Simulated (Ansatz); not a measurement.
Ir:
```cif
data_Ir2
_chemical_formula_sum 'Ir2'
_space_group_name_H-M_alt 'Im-3m'
_space_group_IT_number 229
_space_group_name_Hall '-I 4 2 3'
_cell_length_a 3.07583
_cell_length_b 3.07583
_cell_length_c 3.07583
_cell_angle_alpha 90.000
_cell_angle_beta 90.000
_cell_angle_gamma 90.000
loop_
_atom_site_label
_atom_site_type_symbol
_atom_site_symmetry_multiplicity
_atom_site_Wyckoff_symbol
_atom_site_fract_x
_atom_site_fract_y
_atom_site_fract_z
_atom_site_occupancy
Ir1 Ir 2 a 0.00000 0.00000 0.00000 1
```
(The calculation used a cell of 1 atom; values per cell refer to that cell.)

Relaxed with PBEsol.

Q: Which orbitals make up the states near the Fermi level in plane-wave PAW PBEsol (Ansatz code)?

A: Within 0.5 eV of the Fermi level: Ir 5d 96 %. Projections are on Löwdin-orthogonalised atomic valence shells; empty p or d shells of many metals are not among them.

Q: Tabulate the density of states.

A: States/eV per cell of 1 atom, in 0.25 eV bins, energy from the Fermi level.

```tsv
E (eV)	total	Ir 5d	Ir 6s	Ir 5p
-7.85	0.20	0.04	0.15	0.00
-7.60	0.28	0.08	0.19	0.00
-7.35	0.68	0.39	0.28	0.00
-7.10	0.71	0.43	0.26	0.01
-6.85	0.82	0.57	0.24	0.01
-6.60	0.94	0.70	0.22	0.01
-6.35	1.10	0.88	0.20	0.01
-6.10	1.37	1.17	0.18	0.01
-5.85	1.05	0.91	0.12	0.01
-5.60	0.52	0.47	0.03	0.00
-5.35	1.17	1.14	0.01	0.00
-5.10	1.73	1.69	0.01	0.01
-4.85	2.01	1.96	0.02	0.01
-4.60	1.33	1.28	0.03	0.01
-4.35	1.15	1.07	0.05	0.00
-4.10	1.20	1.09	0.07	0.01
-3.85	2.21	1.97	0.16	0.01
-3.60	1.49	1.31	0.11	0.01
-3.35	0.76	0.63	0.08	0.00
-3.10	0.59	0.49	0.06	0.00
-2.85	0.53	0.44	0.05	0.00
-2.60	0.51	0.43	0.04	0.00
-2.35	0.53	0.46	0.03	0.00
-2.10	0.66	0.59	0.03	0.00
-1.85	0.95	0.88	0.03	0.00
-1.60	1.06	0.99	0.03	0.00
-1.35	1.19	1.13	0.02	0.00
-1.10	1.49	1.44	0.02	0.00
-0.85	1.55	1.51	0.02	0.00
-0.60	1.56	1.52	0.01	0.00
-0.35	1.64	1.61	0.01	0.00
-0.10	2.49	2.44	0.03	0.00
0.15	1.96	1.85	0.08	0.00
0.40	1.04	0.93	0.08	0.00
0.65	0.83	0.71	0.08	0.00
0.90	0.72	0.61	0.07	0.00
1.15	0.67	0.57	0.07	0.00
1.40	0.65	0.56	0.07	0.00
1.65	0.51	0.42	0.07	0.00
1.90	0.36	0.27	0.07	0.00
2.15	0.28	0.18	0.07	0.00
2.40	0.29	0.17	0.07	0.00
2.65	0.27	0.14	0.08	0.00
2.90	0.26	0.13	0.08	0.00
3.15	0.25	0.11	0.08	0.00
3.40	0.25	0.10	0.08	0.00
3.65	0.25	0.09	0.08	0.00
3.90	0.24	0.09	0.08	0.00
4.15	0.24	0.08	0.08	0.00
4.40	0.23	0.07	0.08	0.00
4.65	0.23	0.06	0.07	0.00
```

The start of the workflow was typed in or built on a structure type; neither database checked (COD, Materials Project) lists it. It is not the phase usual at ambient conditions (space group No. 225). The PBEsol relaxation kept the symmetry of its start. At this level the phase is mechanically unstable. No spin polarisation was allowed. Scalar-relativistic: spin–orbit coupling is off unless named, which matters more the heavier the elements.

Potentials: the later of the program's two PAW sets.
